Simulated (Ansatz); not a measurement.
**Surface calculation: hcp Zr (0001), 6 layers**

The slab is cut from the hcp crystal, the stable phase, as relaxed on PAW files (23.39 Å³/atom), with 16 Å of vacuum and a dipole correction:

```
CELL_PARAMETERS angstrom
3.23110 0.00000 0.00000
-1.61555 2.79821 0.00000
0.00000 0.00000 28.93780
ATOMIC_POSITIONS crystal
Zr 0.83333 0.16667 0.27645
Zr 0.16667 0.83333 0.36587
Zr 0.83333 0.16667 0.45529
Zr 0.16667 0.83333 0.54471
Zr 0.83333 0.16667 0.63413
Zr 0.16667 0.83333 0.72355
```

Computed with Ansatz 0.2.0; functional PBE, scalar-relativistic. Settings: a Γ-centred 15×15×1 k mesh, Fermi–Dirac smearing of 0.08 eV, no spin polarisation. Methods: LAPW: all electrons, basis error target 1 meV/atom; PAW: frozen-core files, cutoff 420 eV.

The bulk energy comes from a cell in the slab's orientation on a 15×15×8 mesh. The surface energy is (E(slab) − N·E(bulk))/2A at zero smearing, the mean of both faces; thin slabs carry quantum-size effects.

Q: As cut, the LAPW slab lies 1.915 eV above 6 atoms of bulk. What surface energy is that?

A: Over two faces of 9.04 Å² it is 105.9 meV/Å², and times 16.02 J/m² per eV/Å² that gives γ = 1.697 J/m².

Q: What do relaxation and the other method give, and what work function comes out?

A: 

```
method  γ as cut (J/m²)  γ relaxed (J/m²)  Φ as cut (eV)  Φ relaxed (eV)
  LAPW            1.697             1.610           4.19            4.17
   PAW            1.696             1.609           4.19            4.17
```

Q: How do the spacings between the planes relax?

A: From the bottom face up: d12 -6.0 % of 2.588 Å, d23 +1.7 % of 2.588 Å, d34 0.0 % of 2.588 Å, d45 +1.7 % of 2.588 Å, d56 -6.0 % of 2.588 Å.

Q: A field of 0.1 V/Å is applied along the normal, atoms held. What follows?

A: LAPW finds an induced dipole of 0.0874 e·Å a cell (PAW 0.0873), that is 17.48 Å for 4πα over the area, against 12.72 Å between the outer atoms.

Q: A 3d core hole is made on one atom of each kind in every 1×1 cell (PAW hole dataset, neutral cell, valence without spin). What does it cost by layer?

A: layer 1 178.12 eV, layer 2 177.89 eV, layer 3 177.94 eV. Shifts between layers mean more than the absolute values, and a whole layer of holes screens otherwise than one hole.
